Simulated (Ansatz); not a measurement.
## Cold compression of Sc (sc type)

```xyz
1
Lattice="2.8453 0.0000 0.0000 0.0000 2.8453 0.0000 0.0000 0.0000 2.8453" Properties=species:S:1:pos:R:3 pbc="T T T"
Sc    0.0000    0.0000    0.0000
```

The cell comes from a relaxation on PAW files under the same functional, begun from a prototype that needn't be the stable phase.

Its volume is scaled at fixed shape and fractional positions.

Computed with Ansatz 0.2.0; functional LDA, scalar-relativistic. Settings: a Γ-centred 15×15×15 k mesh, Fermi–Dirac smearing of 0.05 eV, no spin polarisation. Methods: LAPW: all electrons, basis error target 1 meV/atom; PAW: frozen-core files, cutoff 420 eV; crystal datasets: all electrons, by PAW datasets that the program makes for each cell; norm-conserving: pseudopotentials, cutoff 1061 eV; PAW (cutoff 300 eV): frozen-core files, cutoff 300 eV.

Energies are extrapolated to zero smearing and count from the unscaled cell; pressure is positive in compression; gaps take the mesh and a band path. No temperature or zero-point motion is included.

The PAW files were made under PBE. The structure type is held throughout; the real material can change phase at far lower pressure.

```csv
V/V0,V (Å³/atom),P LAPW (GPa),ΔE LAPW (eV/atom),P PAW − LAPW (GPa),ΔE PAW − LAPW (meV/atom)
1.00,23.04,0.01,0.000,0.01,0.0
0.95,21.88,?,0.007,0.01,0.1
0.85,19.58,8.40,0.080,0.03,0.3
0.75,17.28,18.12,0.263,0.04,0.8
0.65,14.97,34.5,?,0.06,1.6
0.55,12.67,65.0,1.317,0.10,2.8
0.45,10.37,128.9,2.645,0.11,4.5
0.40,9.21,186.8,3.762,-0.06,4.8
```

(1) Fill in "ΔE LAPW (eV/atom)" for the row "0.65".

(2) Fill in "P LAPW (GPa)" for the row "0.95".

(3) Fit the Vinet equation to the LAPW pressures over the whole range, with residuals weighted by 1/(|P| + 0.03·Pmax).

(4) From the table, what is the rise of the enthalpy H = E + pV up to the last row, and how stiff is the crystal between the last two rows?

(5) At the smallest volume, how far do crystal datasets and norm-conserving and PAW (cutoff 300 eV) lie from LAPW in pressure?

(6) How do the Löwdin populations by LAPW change from the unscaled cell to the last row?

Answers

(1) 0.629.

(2) 2.27.

(3) V0 = 23.13 Å³/atom, B0 = 33.8 GPa and B0′ = 4.28, and the fit misses no point by more than 5.5 GPa. A fit over so wide a range pins B0 less well than one near rest.

(4) ΔH = 3.762 eV + (186.8 GPa × 9.21 Å³ − 0.01 GPa × 23.04 Å³) × 0.006242 eV/(GPa·Å³) = 14.50 eV/atom, of which pV makes 74 %. The mean bulk modulus there is −ΔP/Δln V = 492 GPa.

(5) crystal datasets: 0.00 GPa; norm-conserving: -1.41 GPa; PAW (cutoff 300 eV): -0.62 GPa, on a LAPW pressure of 186.8 GPa.

(6) Sc 3s 1.96 → 1.79, Sc 4s 0.84 → 0.42, Sc 3p 5.97 → 5.81, Sc 3d 2.12 → 2.96 electrons an atom. These are projections on the shells that the free atoms fill; 0.12 e a cell lies outside them at the start and 0.03 e at the end.
